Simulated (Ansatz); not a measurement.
**Is this IrRh₂ structure stable?**

It was reached by relaxing an invented guess, and it needn't be the stable form of this composition.

Computed with Ansatz, DFT PBE, scalar-relativistic, plane waves, PAW. Cutoff 420 eV, Γ-centred 18×18×8 mesh (3-atom cell), Gaussian smearing of 0.10 eV, no spin polarisation.

```cif
data_structure
_symmetry_space_group_name_H-M 'P-3m1'
_symmetry_Int_Tables_number 164
_cell_length_a 2.7173
_cell_length_b 2.7173
_cell_length_c 6.6579
_cell_angle_alpha 90.000
_cell_angle_beta 90.000
_cell_angle_gamma 120.000
_cell_volume 42.57
loop_
_atom_site_label
_atom_site_type_symbol
_atom_site_symmetry_multiplicity
_atom_site_Wyckoff_symbol
_atom_site_fract_x
_atom_site_fract_y
_atom_site_fract_z
_atom_site_occupancy
Ir1 Ir 1 b 0.00000 0.00000 0.50000 1
Rh1 Rh 2 d 0.66667 0.33333 0.83233 1
```

The zero of energy is the elements' standard structures at the same level; no fitted shifts are applied.

Question: These tests were run: energy against the elements; phonons at Γ. What do they show?

Answer:

```csv
test,result
energy against the elements,−0.02 eV/atom
phonons at Γ,lowest optical mode 104 cm⁻¹
```

It fails none of these tests outright. Whether a mixture of other phases lies lower isn't tested here. Phonons away from Γ weren't computed. Undecided within the accuracy: energy against the elements.

The k mesh leaves some 4 meV/atom of noise in the energy of each metallic cell. Spin–orbit coupling, which can matter for Ir, is left out. The run for the phonons used an 18×18×8 k mesh and Fermi–Dirac smearing of 0.15 eV.
